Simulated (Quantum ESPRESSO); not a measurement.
WAl6Mo, finding a planted mistake in a log

Computed values, not a measurement. The program is pw.x of Quantum ESPRESSO 7.5 (plane-wave density functional theory). The cell is made up: eight metal atoms on a face-centred cubic lattice, with elements, volume, strain and displacements drawn at random and not relaxed, so it may be unstable or far from any real phase. PseudoDojo standard norm-conserving files set the functional (PBE unless stated); there is no spin polarisation or spin-orbit coupling, the Fermi-Dirac width of 0.25 eV means electrons at about 2900 K, and the masses in the input are unused placeholders. Heavy elements are run without spin-orbit coupling, which real alloys of them have. A spin test at this wide smearing found no moment, but such smearing suppresses magnetism that the real alloy may have.

Intended input:

```
&control calculation='scf', pseudo_dir='./dojo.nc.sr.pbe.v0_5.standard.upf', outdir='./o', disk_io='minimal', tprnfor=.true., tstress=.true. /
&system ibrav=0, nat=8, ntyp=3, nbnd=35, ecutwfc=79.96652505, nosym=.true., tot_charge=0,
 occupations='smearing', smearing='fd', degauss=0.0183746611
/
&electrons conv_thr=1.470e-08, electron_maxstep=70, mixing_beta=0.5 /
ATOMIC_SPECIES
Al 1.0 Al.upf
Mo 1.0 Mo.upf
W 1.0 W.upf
CELL_PARAMETERS angstrom
-0.0085 2.0612 2.0329
-4.0823 4.1987 -4.1252
-3.974 -4.1276 4.0879
ATOMIC_POSITIONS angstrom
W -0.0211 0.0211 -0.0528
Al -3.9984 -2.0877 2.038
Al -4.0374 0.0797 -0.0207
Al -4.0733 2.1225 -2.0337
Al -2.0316 0.034 2.0327
Al -2.0541 2.0785 0.0143
Al -6.0315 -0.0495 2.0086
Mo -6.118 2.1539 -0.0632
K_POINTS automatic
10 4 4 1 1 1
```

The log is shortened where brackets say so; the opening notice, blank lines, dates and the lines on written files are dropped, and the path of the files is cut. It prints rydbergs, bohrs and kilobars, and counts compression as positive stress. Its total energy is the free energy E - TS of the whole cell.

Log of the intended run:

```
     Program PWSCF v.7.5
     Parallel version (MPI & OpenMP), running on       4 processor cores
     Number of MPI processes:                 4
     Threads/MPI process:                     1
     [start-up lines left out]
     bravais-lattice index     =            0
     lattice parameter (alat)  =       5.4708  a.u.
     unit-cell volume          =     920.2122 (a.u.)^3
     number of atoms/cell      =            8
     number of atomic types    =            3
     number of electrons       =        46.00
     number of Kohn-Sham states=           35
     kinetic-energy cutoff     =      79.9665  Ry
     charge density cutoff     =     319.8661  Ry
     scf convergence threshold =      1.5E-08
     mixing beta               =       0.5000
     number of iterations used =            8  plain     mixing
     Exchange-correlation= PBE
                           (   1   4   3   4   0   0   0)
     [axes and pseudopotential details left out]
   Cartesian axes
     site n.     atom                  positions (alat units)
         1        W      tau(   1) = (  -0.0072883   0.0072883  -0.0182380  )
         2        Al     tau(   2) = (  -1.3811172  -0.7211281   0.7039608  )
         3        Al     tau(   3) = (  -1.3945885   0.0275298  -0.0071501  )
         4        Al     tau(   4) = (  -1.4069890   0.7331486  -0.7024755  )
         5        Al     tau(   5) = (  -0.7017501   0.0117442   0.7021301  )
         6        Al     tau(   6) = (  -0.7095220   0.7179502   0.0049395  )
         7        Al     tau(   7) = (  -2.0833855  -0.0170982   0.6938055  )
         8        Mo     tau(   8) = (  -2.1132641   0.7439947  -0.0218304  )
     number of k points=    80  Fermi-Dirac smearing, width (Ry)=  0.0184
                       cart. coord. in units 2pi/alat
        k(    1) = (  -0.0897016   0.0343477   0.0360039), wk =   0.0250000
        k(    2) = (  -0.1801358  -0.0098863   0.0804756), wk =   0.0250000
     [further k points left out]
     Dense  grid:    88913 G-vectors     FFT dimensions: (  32,  80,  75)
     Estimated max dynamical RAM per process >     241.38 MB
     Estimated total dynamical RAM >     900.38 MB
     Initial potential from superposition of free atoms
     starting charge      45.9834, renormalised to      46.0000
     Starting wfcs are   44 randomized atomic wfcs
     total cpu time spent up to now is        5.4 secs
     per-process dynamical memory:   194.2 Mb
     Self-consistent Calculation
     iteration #  1     ecut=    79.97 Ry     beta= 0.50
     Davidson diagonalization with overlap
     ethr =  1.00E-02,  avg # of iterations =  3.5
     total cpu time spent up to now is       17.4 secs
     total energy              =    -319.77163279 Ry
     estimated scf accuracy    <       0.62068291 Ry
     iteration #  2     ecut=    79.97 Ry     beta= 0.50
     Davidson diagonalization with overlap
     ethr =  1.35E-03,  avg # of iterations =  3.1
     total cpu time spent up to now is       30.0 secs
     total energy              =    -319.31111606 Ry
     estimated scf accuracy    <      10.46944260 Ry
     [iterations 3 to 12 left out]
     iteration # 13     ecut=    79.97 Ry     beta= 0.50
     Davidson diagonalization with overlap
     ethr =  4.55E-10,  avg # of iterations =  1.5
     total cpu time spent up to now is      145.8 secs
     total energy              =    -320.07734104 Ry
     estimated scf accuracy    <       0.00000019 Ry
     iteration # 14     ecut=    79.97 Ry     beta= 0.50
     Davidson diagonalization with overlap
     ethr =  4.12E-10,  avg # of iterations =  1.0
     total cpu time spent up to now is      154.4 secs
     End of self-consistent calculation
     [lines on levels left out]
!    total energy              =    -320.07734106 Ry
     estimated scf accuracy    <          2.0E-09 Ry
     smearing contrib. (-TS)   =      -0.07813548 Ry
     internal energy E=F+TS    =    -319.99920558 Ry
     The total energy is F=E-TS. E is the sum of the following terms:
     one-electron contribution =    -181.72655323 Ry
     hartree contribution      =     107.21763357 Ry
     xc contribution           =     -66.49774029 Ry
     ewald contribution        =    -178.99254562 Ry
     convergence has been achieved in  14 iterations
     Forces acting on atoms (cartesian axes, Ry/au):
     atom    1 type  3   force =    -0.00701405   -0.01039828    0.00886821
     atom    2 type  1   force =     0.01281035    0.00052749    0.00167206
     atom    3 type  1   force =    -0.02123217    0.00034258   -0.00525562
     atom    4 type  1   force =    -0.02577340    0.00458641   -0.00941350
     atom    5 type  1   force =     0.02788404   -0.00507562    0.00271270
     atom    6 type  1   force =     0.01494996   -0.00374802    0.00022541
     atom    7 type  1   force =    -0.02202412    0.01895906   -0.01127490
     atom    8 type  2   force =     0.02039938   -0.00519361    0.01246563
     Total force =     0.065376     Total SCF correction =     0.000146
     Computing stress (Cartesian axis) and pressure
          total   stress  (Ry/bohr**3)                   (kbar)     P=      -78.38
  -0.00043832   0.00023137  -0.00018837          -64.48       34.04      -27.71
   0.00023137  -0.00061406   0.00008532           34.04      -90.33       12.55
  -0.00018837   0.00008532  -0.00054608          -27.71       12.55      -80.33
     init_run     :      4.92s CPU      5.12s WALL (       1 calls)
     electrons    :    148.13s CPU    149.05s WALL (       1 calls)
     forces       :      1.72s CPU      1.74s WALL (       1 calls)
     stress       :      6.15s CPU      6.18s WALL (       1 calls)
     [timing details left out]
     PWSCF        :   2m41.23s CPU   2m42.42s WALL
     JOB DONE.
```

A second run was made from an input with one planted mistake. Its log:

```
     Program PWSCF v.7.5
     Parallel version (MPI & OpenMP), running on       4 processor cores
     Number of MPI processes:                 4
     Threads/MPI process:                     1
     [start-up lines left out]
     bravais-lattice index     =            0
     lattice parameter (alat)  =       5.4708  a.u.
     unit-cell volume          =     920.2122 (a.u.)^3
     number of atoms/cell      =            8
     number of atomic types    =            4
     number of electrons       =        60.00
     number of Kohn-Sham states=           42
     kinetic-energy cutoff     =      79.9665  Ry
     charge density cutoff     =     319.8661  Ry
     scf convergence threshold =      1.5E-08
     mixing beta               =       0.5000
     number of iterations used =            8  plain     mixing
     Exchange-correlation= PBE
                           (   1   4   3   4   0   0   0)
     [axes and pseudopotential details left out]
   Cartesian axes
     site n.     atom                  positions (alat units)
         1        W      tau(   1) = (  -0.0072883   0.0072883  -0.0182380  )
         2        Al     tau(   2) = (  -1.3811172  -0.7211281   0.7039608  )
         3        Al     tau(   3) = (  -1.3945885   0.0275298  -0.0071501  )
         4        Al     tau(   4) = (  -1.4069890   0.7331486  -0.7024755  )
         5        Al     tau(   5) = (  -0.7017501   0.0117442   0.7021301  )
         6        Al     tau(   6) = (  -0.7095220   0.7179502   0.0049395  )
         7        Ir     tau(   7) = (  -2.0833855  -0.0170982   0.6938055  )
         8        Mo     tau(   8) = (  -2.1132641   0.7439947  -0.0218304  )
     number of k points=    80  Fermi-Dirac smearing, width (Ry)=  0.0184
                       cart. coord. in units 2pi/alat
        k(    1) = (  -0.0897016   0.0343477   0.0360039), wk =   0.0250000
        k(    2) = (  -0.1801358  -0.0098863   0.0804756), wk =   0.0250000
     [further k points left out]
     Dense  grid:    88913 G-vectors     FFT dimensions: (  32,  80,  75)
     Estimated max dynamical RAM per process >     279.71 MB
     Estimated total dynamical RAM >       1.03 GB
     Initial potential from superposition of free atoms
     starting charge      59.9857, renormalised to      60.0000
     Starting wfcs are   50 randomized atomic wfcs
     total cpu time spent up to now is        6.0 secs
     per-process dynamical memory:   224.4 Mb
     Self-consistent Calculation
     iteration #  1     ecut=    79.97 Ry     beta= 0.50
     Davidson diagonalization with overlap
     ethr =  1.00E-02,  avg # of iterations =  3.6
     total cpu time spent up to now is       20.0 secs
     total energy              =    -545.39791132 Ry
     estimated scf accuracy    <       0.79152684 Ry
     iteration #  2     ecut=    79.97 Ry     beta= 0.50
     Davidson diagonalization with overlap
     ethr =  1.32E-03,  avg # of iterations =  3.4
     total cpu time spent up to now is       35.2 secs
     total energy              =    -544.64765824 Ry
     estimated scf accuracy    <      18.00515557 Ry
     [iterations 3 to 12 left out]
     iteration # 13     ecut=    79.97 Ry     beta= 0.50
     Davidson diagonalization with overlap
     ethr =  2.03E-10,  avg # of iterations =  2.3
     total cpu time spent up to now is      173.8 secs
     total energy              =    -545.81433999 Ry
     estimated scf accuracy    <       0.00000006 Ry
     iteration # 14     ecut=    79.97 Ry     beta= 0.50
     Davidson diagonalization with overlap
     ethr =  9.48E-11,  avg # of iterations =  1.1
     total cpu time spent up to now is      184.1 secs
     End of self-consistent calculation
     [lines on levels left out]
!    total energy              =    -545.81433999 Ry
     estimated scf accuracy    <       0.00000001 Ry
     smearing contrib. (-TS)   =      -0.08692820 Ry
     internal energy E=F+TS    =    -545.72741179 Ry
     The total energy is F=E-TS. E is the sum of the following terms:
     one-electron contribution =    -305.39301780 Ry
     hartree contribution      =     174.30959126 Ry
     xc contribution           =    -107.90660177 Ry
     ewald contribution        =    -306.73738348 Ry
     convergence has been achieved in  14 iterations
     Forces acting on atoms (cartesian axes, Ry/au):
     atom    1 type  4   force =     0.02564804   -0.01384444    0.01108520
     atom    2 type  1   force =    -0.02777376    0.01003567   -0.00740268
     atom    3 type  1   force =    -0.05492155   -0.01455970    0.01214005
     atom    4 type  1   force =     0.01267381    0.02236725   -0.02584345
     atom    5 type  1   force =     0.02504080   -0.00410062    0.00172843
     atom    6 type  1   force =     0.02497723    0.00876193   -0.01341537
     atom    7 type  2   force =    -0.01448583   -0.00526987    0.01219599
     atom    8 type  3   force =     0.00884127   -0.00339022    0.00951183
     Total force =     0.093262     Total SCF correction =     0.000245
     Computing stress (Cartesian axis) and pressure
          total   stress  (Ry/bohr**3)                   (kbar)     P=     -133.30
  -0.00096493   0.00009601  -0.00003827         -141.95       14.12       -5.63
   0.00009601  -0.00090314   0.00004963           14.12     -132.86        7.30
  -0.00003827   0.00004963  -0.00085040           -5.63        7.30     -125.10
     init_run     :      5.70s CPU      5.93s WALL (       1 calls)
     electrons    :    177.17s CPU    178.12s WALL (       1 calls)
     forces       :      2.02s CPU      2.04s WALL (       1 calls)
     stress       :      7.22s CPU      7.22s WALL (       1 calls)
     [timing details left out]
     PWSCF        :   3m12.25s CPU   3m13.47s WALL
     JOB DONE.
```

Question: the log repeats what the program read. Compare it with the intended run: what was wrong in the second input?

Answer: one atom is of a wrong element. The input lines that differ:

```
- &system ibrav=0, nat=8, ntyp=3, nbnd=35, ecutwfc=79.96652505, nosym=.true., tot_charge=0,
+ &system ibrav=0, nat=8, ntyp=4, nbnd=42, ecutwfc=79.96652505, nosym=.true., tot_charge=0,
+ Ir 1.0 Ir.upf
- Al -6.0315 -0.0495 2.0086
+ Ir -6.0315 -0.0495 2.0086
```

```
                                            intended run  run with the mistake
                          free energy (eV)     -4354.874             -7426.182
         entropy term -TS, part of it (eV)        -1.063                -1.183
                            pressure (GPa)         -7.84                -13.33
size of the largest force component (eV/Å)         0.717                 1.412
largest change of a force component (eV/Å)                               1.043
                                iterations            14                    14
```

For scale, a rerun of the intended cell at a higher cutoff and on a denser mesh moved values by no more than 0.006 eV in energy, 0.09 GPa in stress and 0.014 eV/Å in force, and a second program with other atomic files agreed on that cell to 2 % rms in force and 0.5 GPa in pressure. Files of another functional or element have another zero of energy, so the energy change says nothing on stability. The number of bands, nbnd, was set by rule from the electron count, so it follows the mistake.